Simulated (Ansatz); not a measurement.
**NaP2: a bulk modulus from differences**

It was reached by relaxing an invented guess, and it needn't be the stable form of this composition.

Level of theory: DFT PBE+D3(BJ), scalar-relativistic, plane waves, PAW (Ansatz 0.2.0). Cutoff 420 eV, Γ-centred 8×6×4 mesh (6-atom cell), Gaussian smearing of 0.02 eV, no spin polarisation.

```
CELL_PARAMETERS angstrom
3.27664 0.00000 0.00000
-1.40788 5.45438 0.00000
-0.40400 -1.11043 6.86746
ATOMIC_POSITIONS crystal
Na 0.12216 0.78912 0.17356
Na 0.87784 0.21088 0.82644
P 0.61026 0.67660 0.78411
P 0.90579 0.30218 0.42542
P 0.38974 0.32340 0.21590
P 0.09421 0.69782 0.57458
```

The cell was set to several volumes, with shape and atoms relaxed at each where symmetry leaves them free. Pressure is positive in compression, and energies count from the lowest row.

| row | V (Å³/atom) | P (GPa) | ΔE (meV/atom) | gap on mesh (eV) |
| --- | --- | --- | --- | --- |
| 1 | 18.001 | 5.87 | 39.0 | 0.66 |
| 2 | 18.615 | ? | ? | ? |
| 3 | 19.229 | 2.38 | 8.1 | 0.75 |
| 4 | 19.842 | 1.01 | 1.7 | 0.80 |
| 5 | 20.456 | 0.00 | 0.0 | 0.87 |
| 6 | 21.683 | -1.34 | 2.6 | 1.00 |
| 7 | 22.502 | -2.33 | 11.9 | 1.06 |

Task: Find B = −V·ΔP/ΔV from rows 4 and 6 and from rows 1 and 3, and from the two its slope B′ and its value B0 at zero pressure.

Result: Rows 4 and 6 give −(19.842 + 21.683)/2 × (-1.34 − (1.01))/(21.683 − 19.842) = 26.5 GPa at a mean pressure of -0.17 GPa. Rows 1 and 3 give −(18.001 + 19.229)/2 × (2.38 − (5.87))/(19.229 − 18.001) = 52.9 GPa at a mean pressure of 4.12 GPa. So B′ = (52.9 − 26.5)/(4.12 − (-0.17)) = 6.15 and B0 = 26.5 − 6.15 × (-0.17) = 27.5 GPa. A third-order Birch–Murnaghan fit to all the energies gives B0 = 28.1 GPa and B′ = 6.3, with a misfit of 0.5 meV/atom rms that points to a change of structure or state along the series.

Task: Estimate the pressure and energy of row 2.

Result: From row 5, V0 = 20.456 × (1 + (0.00)/27.5) = 20.456 Å³/atom. Murnaghan's form P = (B0/B′)·[(V0/V)^B′ − 1] gives (27.5/6.15) × [(20.456/18.615)^6.15 − 1] = 3.51 GPa; the computed pressure is 3.97 GPa, so the estimate is off by -0.46 GPa. The work of compression from row 3, with the mean of the two pressures, gives ΔE = 8.1 + (3.51 + 2.38)/2 × (19.229 − 18.615)/160.2 × 1000 = 19.4 meV/atom (1 eV/Å³ = 160.2 GPa); the computed value is 20.2 meV/atom.

Task: Fit the gap against pressure through the other rows and estimate it at the computed pressure of row 2.

Result: Over the 6 rows the mean pressure is 0.9317 GPa and the mean gap is 0.857 eV. The sums of products of deviations are S_xx = 43.16 and S_xy = -2.131, so the slope is -2.131/43.16 = -0.04937 (r = -0.96, rms misfit 0.04 eV). At 3.97 GPa the line gives 0.857 + (-0.04937) × (3.97 − 0.9317) = 0.71 eV. The computed value is 0.70 eV, so the line is off by +0.01 eV, no more than the largest miss among the fitted rows (0.05 eV). The rows follow a line poorly: the gap bends, or the lowest transition changes along the series.

Kohn–Sham gaps at this level usually fall short of measured ones. All volumes keep the k mesh of the relaxed cell. A structure relaxed within its symmetry needn't be a true minimum.
